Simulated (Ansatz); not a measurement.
ZrSnTe:
```cif
data_Sn2Te2Zr2
_chemical_formula_sum 'Zr2 Sn2 Te2'
_space_group_name_H-M_alt 'P4/nmm :1'
_space_group_IT_number 129
_space_group_name_Hall 'P 4ab 2ab -1ab'
_cell_length_a 4.09286
_cell_length_b 4.09286
_cell_length_c 8.79336
_cell_angle_alpha 90.000
_cell_angle_beta 90.000
_cell_angle_gamma 90.000
loop_
_space_group_symop_operation_xyz
  'x, y, z'
  '-y+1/2, x+1/2, z'
  '-x, -y, z'
  'y+1/2, -x+1/2, z'
  'x+1/2, -y+1/2, -z'
  '-y, -x, -z'
  '-x+1/2, y+1/2, -z'
  'y, x, -z'
  '-x+1/2, -y+1/2, -z'
  'y, -x, -z'
  'x+1/2, y+1/2, -z'
  '-y, x, -z'
  '-x, y, z'
  'y+1/2, x+1/2, z'
  'x, -y, z'
  '-y+1/2, -x+1/2, z'
loop_
_atom_site_label
_atom_site_type_symbol
_atom_site_symmetry_multiplicity
_atom_site_Wyckoff_symbol
_atom_site_fract_x
_atom_site_fract_y
_atom_site_fract_z
_atom_site_occupancy
Zr1 Zr 2 c 0.50000 0.00000 0.26353 1
Sn1 Sn 2 a 0.00000 0.00000 0.00000 1
Te1 Te 2 c 0.00000 0.50000 0.38022 1
```

Relaxed at zero pressure with r²SCAN (plane waves, PAW; program Ansatz).

Problem. The volume is raised by 6 % and shape and atoms relax at that volume. What pressure results, and how do the axes share the change?

Solution. -4.5 GPa; a 1.9 %, b 1.9 %, c 2.0 %; the energy rises by 22 meV/atom.

Problem. Give the new structure.

Solution. 
Space group P4/nmm, origin choice 1 (No. 129); a = b = 4.1717 Å, c = 8.9718 Å, α = β = γ = 90.00°

```json
[
 {"atom": "Zr", "site": "2c", "symmetry": "4mm", "x": "0.5000", "y": "0.0000", "z": "0.2622"},
 {"atom": "Sn", "site": "2a", "symmetry": "-4m2", "x": "0.0000", "y": "0.0000", "z": "0.0000"},
 {"atom": "Te", "site": "2c", "symmetry": "4mm", "x": "0.0000", "y": "0.5000", "z": "0.3791"}
]
```

The phase is kept; no other phase was compared at this pressure.

The workflow started from a Materials Project entry (that database holds measured and hypothetical structures alike); the Crystallography Open Database copy checked does not list it. Whether it is the stable phase at ambient conditions was not checked. Symmetry was held in the r²SCAN relaxation; whether a distortion lowers the energy is not shown. The run is not spin-polarised. Spin–orbit coupling is left out wherever it is not named.

Potentials: the later of the program's two PAW sets.
